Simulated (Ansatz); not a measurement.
Input file for Ansatz (a first-principles code):

Ansatz 0.2 input:
```yaml
crystal:
  lattice:
    - [2.8778307654, 0.0, 0.0]
    - [-1.4389153827, 2.4922745506, 0.0]
    - [0.0, 0.0, 3.8672451759]
  atoms:
    - { symbol: W, position: [0.6666666667, 0.3333333333, 0.5] }
    - { symbol: N, position: [0.0, 0.0, 0.8195062232] }
    - { symbol: N, position: [0.0, 0.0, 0.1804937768] }
kpoints:
  mp_grid: { grid: [11, 11, 7] }
hamiltonian:
  xc: lda
  pseudopotentials: { kind: paw }
scf:
  occupations: { method: fixed }
phonons:
  method: dfpt
  response_accuracy: low
  eigenvectors: true
  rigid_motions: translations
  dielectric: true
  raman: true
```

Output (shortened):

```
Pseudopotential: W, paw, valence charge 14
Pseudopotential: N, paw, valence charge 5
Functional definition: SPW92
Crystal: 3 atoms, lattice volume = 27.737 Å³
Basis set: ecut = 420 eV, 529 PW (Γ), exchange–correlation on 40×40×54 points (8 copies of the dense FFT grid, shifted against one another)
Bands: 16, of which v1, the nominal top of the filled ones, is band 12 counted from 1 (11 counted from 0)
Symmetry: 12 space group operations
k-points: 234 of 847 (irreducible under 2 space group operations, time reversal used)
SCF iter   1: F=—  HF=-10879.216755 eV  |F-HF|=—  |Δ(HF+E_count)|=         —  Δρ=1.99e-2  dr2=1.04e-1  ethr=1.77e-3  ⟨swp⟩=4.7  Hψ=17668  notcnv=0  defer=408
preconditioner: auto → none
SCF iter   2: F=—  HF=-10879.220252 eV  |F-HF|=—  |Δ(HF+E_count)|=   3.50e-3  Δρ=1.67e-2  dr2=1.12e-1  ethr=4.33e-4  ⟨swp⟩=2.4  Hψ=7369  notcnv=0  defer=457
SCF iter   3: F=—  HF=-10879.195995 eV  |F-HF|=—  |Δ(HF+E_count)|=   2.43e-2  Δρ=5.48e-3  dr2=2.82e-3  ethr=4.33e-4  ⟨swp⟩=2.1  Hψ=5691  notcnv=0  defer=464
SCF iter   4: F=—  HF=-10879.195552 eV  |F-HF|=—  |Δ(HF+E_count)|=   4.42e-4  Δρ=6.14e-4  dr2=4.91e-5  ethr=1.17e-5  ⟨swp⟩=2.7  Hψ=7028  notcnv=0  defer=468
SCF iter   5: F=—  HF=-10879.195546 eV  |F-HF|=—  |Δ(HF+E_count)|=   6.01e-6  Δρ=1.25e-4  dr2=1.06e-6  ethr=2.04e-7  ⟨swp⟩=2.7  Hψ=6184  notcnv=0  defer=117
SCF iter   6: F=—  HF=-10879.195545 eV  |F-HF|=—  |Δ(HF+E_count)|=   1.72e-6  Δρ=2.09e-5  dr2=9.81e-8  ethr=4.43e-9  ⟨swp⟩=2.1  Hψ=5365  notcnv=0  defer=17
SCF iter   7: F=—  HF=-10879.195545 eV  |F-HF|=—  |Δ(HF+E_count)|=   2.46e-8  Δρ=2.27e-6  dr2=1.05e-9  ethr=4.09e-10  ⟨swp⟩=2.9  Hψ=6475  notcnv=0  defer=17
SCF iter   8: F=-10879.195545 eV  HF=-10879.195545 eV  |F-HF|=3.64e-11  |Δ(HF+E_count)|=  2.07e-10  Δρ=6.04e-7  dr2=5.50e-11  ethr=1.00e-12  ⟨swp⟩=9.9  Hψ=24029  notcnv=0
SCF 1 converged in 8 iterations: F = -10879.195545 eV  dr2 = 5.50e-11
NSCF: frozen V_eff on 7 k-points
DFPT response loops at Γ: preconditioner auto → Resta (q_TF=auto, 2.663 Å⁻¹)  ε∞=6.2 (no band partly filled) …
── the response to a field inside a basis, on 14×14×10 k-points: an SCF that follows is theirs, and a resumed run solves both again ──
Crystal: 3 atoms, lattice volume = 27.737 Å³
Bands: 13, of which v1, the nominal top of the filled ones, is band 12 counted from 1 (11 counted from 0)
k-points: 280
SCF iter   1: F=—  HF=-10879.201136 eV  |F-HF|=—  |Δ(HF+E_count)|=         —  Δρ=7.49e-4  dr2=2.49e-5  ethr=1.00e-1
preconditioner: auto → none
SCF iter   2: F=—  HF=-10879.201136 eV  |F-HF|=—  |Δ(HF+E_count)|=   2.19e-7  Δρ=3.82e-4  dr2=1.57e-5  ethr=1.04e-7
SCF iter   3: F=—  HF=-10879.201137 eV  |F-HF|=—  |Δ(HF+E_count)|=   1.38e-6  Δρ=2.44e-4  dr2=1.41e-5  ethr=6.53e-8
SCF iter   4: F=—  HF=-10879.201134 eV  |F-HF|=—  |Δ(HF+E_count)|=   2.74e-6  Δρ=2.69e-5  dr2=5.87e-8  ethr=5.87e-8
SCF iter   5: F=—  HF=-10879.201135 eV  |F-HF|=—  |Δ(HF+E_count)|=   2.15e-9  Δρ=5.15e-6  dr2=2.07e-9  ethr=2.44e-10
SCF iter   6: F=-10879.201135 eV  HF=-10879.201135 eV  |F-HF|=3.64e-12  |Δ(HF+E_count)|=  4.37e-11  Δρ=5.44e-7  dr2=3.03e-11  ethr=8.62e-12
SCF 1 converged in 6 iterations: F = -10879.201135 eV  dr2 = 3.03e-11
DFPT response loops at Γ: preconditioner auto → Resta (q_TF=auto, 2.663 Å⁻¹)  ε∞=6.8 (no band partly filled) …
DFPT response loops at Γ: mixed as the last ones told, above
WARN: field response: ε∞ stands inside a basis, on 14×14×10 points …
SCF converged after 8 iterations
Free energy (F): -10879.195545 eV
Harris-Foulkes:  -10879.195545 eV  (|F-HF|=3.64e-11)
Internal energy: -10879.195545 eV  (E = F + TS)
E sigma→0 (E₀):  -10879.195545 eV
Fermi energy:    17.887308 eV
--- Per-component energies (eV) ---
  E_band       = -78.278132
  E_kinetic    = 718.465535
  E_local      = -1039.769046  (includes V_loc(G=0)·N_el)
  E_nonlocal   = 98.848675
  E_hartree    = 353.550681
  E_xc         = -385.087651
  E_vxc        = -392.296063  (∫ρ·V_xc dr)
  E_paw        = -8546.019397  (= ΣΔE_a)
  E_vpaw       = -170.628717  (= ΣTr[D̂ρ^β])
  E_aug_tail   = 0.000119  (compensation charges beyond the density's cutoff)
  E_ewald      = -2079.627702
  E_core_change = 0.443241  (= ΣΔE_core)
  E_smearing   =  0.000000  (= −TS)
  E_closure    = 0.000000  (closes the sum)
  Σ components = -10879.195545   (vs F -10879.195545, Δ=0.00e0)
  [band-id]    e_kinetic+e_local+e_nonlocal+2·e_hartree+e_vxc+e_vpaw+e_augmentation_tail = -78.278135   (vs E_band -78.278132, Δ=-3.17e-6)
--- Band table (eV; the first three rows and the last of 234) ---
  k-point 0: bands = ["-56.5137", "-20.7836", "-20.5084", "-20.5084", "-2.8090", "6.3785", "6.5676", "11.8595", "11.8595", "15.9930", "15.9930", "16.8157", "19.4283", "19.4283", "21.7961", "22.5386"]
  k-point 1: bands = ["-56.5136", "-20.7924", "-20.5081", "-20.5081", "-2.6508", "4.7349", "8.3463", "11.9733", "11.9733", "15.5348", "15.5348", "16.6556", "19.8518", "19.8518", "21.8775", "22.4830"]
  k-point 2: bands = ["-56.5134", "-20.8119", "-20.5073", "-20.5073", "-2.2378", "3.2610", "10.2419", "12.3053", "12.3053", "14.6471", "14.6471", "16.0338", "20.4560", "20.4560", "22.2613", "22.5372"]
  k-point 233: bands = ["-56.4481", "-21.2915", "-20.8335", "-20.6148", "-1.4045", "4.9850", "8.6623", "9.5391", "11.5972", "13.5423", "15.6348", "16.5532", "20.3672", "21.8825", "22.9958", "25.2502"]
--- Phonons (Γ-DFPT): 4 representative perturbations + reference, on 234 of 847 k-points (Σ response iterations 12) ---
  ASR residual: 2.974e-4 → 0.000e0 eV/Å²; symmetrization residual: 9.396e-6 eV/Å²
  ASR residual per site (eV/Å²): 1.83e-4 2.97e-4 2.97e-4
  Γ frequencies (cm⁻¹): 0.00 0.00 0.00 572.44 572.44 647.18 647.18 760.51 1126.64
  ε∞ (high-frequency dielectric tensor):
       14.506470     0.000000     0.000000
        0.000000    14.506470     0.000000
        0.000000     0.000000    10.930626
  ε⁰ (static dielectric tensor: ions relaxed, cell fixed):
       14.545921     0.000000     0.000000
        0.000000    14.545921     0.000000
        0.000000     0.000000    10.952119
  ε⁰ − ε∞ (ionic part):
        0.039451     0.000000     0.000000
        0.000000     0.039451     0.000000
        0.000000     0.000000     0.021492
  softest optical mode at Γ: 572.44 cm⁻¹; the repairs (sum rule, projections) moved no ω² at Γ by more than (2.72 cm⁻¹)²
  Born effective charges Z* (e; rows j = field, columns β = displacement):
    site 0:
         0.42089    0.00000    0.00000
         0.00000    0.42089    0.00000
         0.00000    0.00000   -0.41272
    site 1:
        -0.21045    0.00000    0.00000
         0.00000   -0.21045    0.00000
         0.00000    0.00000    0.20636
    site 2:
        -0.21045    0.00000    0.00000
         0.00000   -0.21045    0.00000
         0.00000    0.00000    0.20636
  Z* charge neutrality: 3.403e-3 e pre-enforcement
  solved inside a basis spanned on kpoints, on 14×14×10 k-points transformed towards the longest dipole …
  Raman tensors (in the event stream and the table raman_tensors.tsv) …
  optical modes at Γ without the LO–TO term, one row a degenerate level:
      ω (cm⁻¹)  modes    IR ((D/Å)²/amu)  static Raman (Å⁴/amu)  depolarisation
        572.44      2             0.3362               501.0379           0.750
        647.18      2             0.0000                 1.9602           0.750
        760.51      1             0.1617                 0.0000               —
       1126.64      1             0.0000              2746.0098           0.560
  optical modes at Γ + LO–TO along q̂ = [1.0000, 0.0000, 0.0000]:
      ω (cm⁻¹)  modes    IR ((D/Å)²/amu)  static Raman (Å⁴/amu)  depolarisation
        572.44      1             0.1681               250.5190           0.750
        573.22      1             0.1681               279.7124           0.750
        647.18      2             0.0000                 1.9602           0.750
        760.51      1             0.1617                 0.0000               —
       1126.64      1             0.0000              2746.0098           0.560
  optical modes at Γ + LO–TO along q̂ = [0.0000, 1.0000, 0.0000]:
      ω (cm⁻¹)  modes    IR ((D/Å)²/amu)  static Raman (Å⁴/amu)  depolarisation
        572.44      1             0.1681               250.5190           0.750
        573.22      1             0.1681               279.7124           0.750
        647.18      2             0.0000                 1.9602           0.750
        760.51      1             0.1617                 0.0000               —
       1126.64      1             0.0000              2746.0098           0.560
  optical modes at Γ + LO–TO along q̂ = [0.0000, 0.0000, 1.0000]:
      ω (cm⁻¹)  modes    IR ((D/Å)²/amu)  static Raman (Å⁴/amu)  depolarisation
        572.44      2             0.3362               501.0379           0.750
        647.18      2             0.0000                 1.9602           0.750
        761.26      1             0.1617                 0.0000               —
       1126.64      1             0.0000              2746.0098           0.560
```

Cost: about 11 core-minutes (a rough figure) on shared cores.

Space group P-6m2. The workflow started from a Materials Project entry (that database holds measured and hypothetical structures alike); the Crystallography Open Database copy checked does not list it. Whether it is the stable phase at ambient conditions was not checked. The LDA relaxation kept the symmetry of its start; whether a distortion lowers the energy is not shown. The run is not spin-polarised. Spin–orbit coupling is left out wherever it is not named.

Potentials: the later of the program's two PAW sets.

Ansatz is a plane-wave DFT program.
